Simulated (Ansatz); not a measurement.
Moving the choice of potentials or basis in Hf2Pd2Se2Br2O3

```
Hf Pd Se Br O
1.0
     5.75899    0.00000    0.00000
    -2.87949    4.98743    0.00000
     0.00000    0.00000    8.52547
Hf Pd Se Br O
2 2 2 2 3
Direct
  0.33333 0.66667 0.54201
  0.66667 0.33333 0.54201
  0.33333 0.66667 0.12880
  0.66667 0.33333 0.12880
  0.33333 0.66667 0.85572
  0.66667 0.33333 0.85572
  0.00000 0.00000 0.13895
  0.00000 0.00000 0.65384
  0.50000 0.00000 0.42963
  0.00000 0.50000 0.42963
  0.50000 0.50000 0.42963
```

The cell comes from a database or a generator and needn't be the stable form of this composition.

Kept alike: task single point; functional PBE; k mesh 6 × 6 × 3; occupations fermi-dirac, width 0.05 eV; no spin polarisation. Program: Ansatz. Cutoffs run from 900 to 1380 eV. The mesh is that of the run's cell of 11 atoms. No spin-orbit coupling.

```csv
choice of potentials or basis,pressure (GPa)
Ansatz NC,-0.08
Ansatz PAW (files of its older set among them),-0.08
JTH PAW,-0.26
PseudoDojo standard (PBE files),-0.61
SPMS NC,-0.60
```

Pressure is positive in compression, with a Pulay correction for the finite cutoff. For a metal such a mesh leaves the last digits unconverged.

Task: What does the choice of potentials or basis change here?

Result: The pressure runs from -0.61 (PseudoDojo standard (PBE files)) to -0.08 GPa (Ansatz NC; Ansatz PAW (files of its older set among them)).
